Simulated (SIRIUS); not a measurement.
Consider a self-consistent single point of Cu (Fm-3m, 4 atoms in the cell; from Materials Project mp-30, changed as shown).

```yaml
crystal:
  lattice:
    - [3.50588, 0.00000, 0.00000]
    - [0.00000, 3.50588, 0.00000]
    - [0.00000, 0.00000, 3.50588]
  atoms:
    - { symbol: Cu, position: [0.00000, 0.00000, 0.00000] }
    - { symbol: Cu, position: [0.00000, 0.50000, 0.50000] }
    - { symbol: Cu, position: [0.50000, 0.00000, 0.50000] }
    - { symbol: Cu, position: [0.50000, 0.50000, 0.00000] }
```

Computed with PBE, GBRV PBE ultrasoft pseudopotentials (plane waves; SIRIUS).

SIRIUS settings:

- parameters.ngridk: 12 12 12
- parameters.xc_functionals: [XC_GGA_X_PBE, XC_GGA_C_PBE]
- parameters.gk_cutoff: 6.325 1/bohr
- parameters.pw_cutoff: 14.143 1/bohr
- parameters.smearing: fermi_dirac
- parameters.smearing_width: 0.00367493 Ha
- potentials: GBRV PBE ultrasoft pseudopotentials
- parameters.electronic_structure_method: pseudopotential
- parameters.num_bands: 46
- parameters.num_mag_dims: 0
- parameters.num_dft_iter: 100
- parameters.energy_tol: 1e-07 Ha
- parameters.density_tol: 1e-06
- mixer.type: anderson
- mixer.beta: 0.5
- mixer.use_hartree: true

Results:

Number of valence electrons: 76
Number of bands: 46
Number of k-points after the program's reduction: 84
Number of plane waves (most at a k-point): 1261
Number of SCF iterations: 26
FFT grid: 32 × 32 × 32
Free energy E − TS: -21974.5694 eV
Fermi level (on the code's own zero): 18.13 eV
Pressure: 19.47 GPa

Stress (GPa, positive for compression):
```
19.47   0.00   0.00
 0.00  19.47   0.00
 0.00   0.00  19.47
```

For comparison: a first run was changed to give this one (lattice scaled by 0.98), and from it to this one the free energy rises by 55.6 meV/atom and the pressure goes from 7.03 to 19.47 GPa.

The structure comes from a collection of computed structures, made at another level of theory; the collection holds predicted forms beside known ones.

Cost on one core: around 90 core-seconds (rough).
